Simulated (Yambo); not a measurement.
Yambo run on BaTiO₃ (space group P4mm, No. 99). The wavefunctions are PBEsol (Quantum ESPRESSO, PseudoDojo norm-conserving, 84 Ry, no spin-orbit coupling) ones on a 4×4×4 mesh (20 occupied bands); a = 3.9904 Å, b = 3.9904 Å, c = 4.1027 Å, α = 90.00°, β = 90.00°, γ = 90.00°.

Yambo input:

```
rim_cut
gw0
dyson
el_el_corr
HF_and_locXC
ppa
em1d
RandQpts= 1000000
RandGvec= 1 Ry
EXXRLvcs= 84 Ry
VXCRLvcs= 336 Ry
Chimod= "HARTREE"
% BndsRnXp
 2 | 127 |
%
NGsBlkXp= 8 Ry
% LongDrXp
 1.0 | 1.0 | 1.0 |
%
PPAPntXp= 27.2114 eV
% GbndRnge
 1 | 127 |
%
GTermKind= "none"
DysSolver= "n"
ExtendOut
% QPkrange
 1 | 1 | 20 | 21 |
 18 | 18 | 20 | 20 |
%
```

k points by index: 1 = Γ, 18 = A.

The o-*.qp file then holds:

```
#    K-point    Band    Eo [eV]    E [eV]    E-Eo [eV]    Vxc [eV]    Vnlxc [eV]    Sc|Eo [eV]    Sc|E [eV]    dSc/dw|Eo [eV]    Re(Z)    Im(Z)
#
    1    20    -0.434664    -0.547871    -0.113207    -19.70727    -24.30459    4.450337    4.484119    -8.112121    0.770345    -0.001346
    1    21    1.809436    3.340989    1.531553    -18.74413    -11.42538    -5.353868    -5.787194    -7.698195    0.779479    -0.001432
    18    20    0.000000    -0.103177    -0.103177    -19.74405    -24.84959    4.970561    5.002365    -8.377661    0.764598    -0.001374
```
(The two width columns are left out.) Convergence of these settings isn't established.

Geometry of the Materials Project entry, not relaxed at this level.
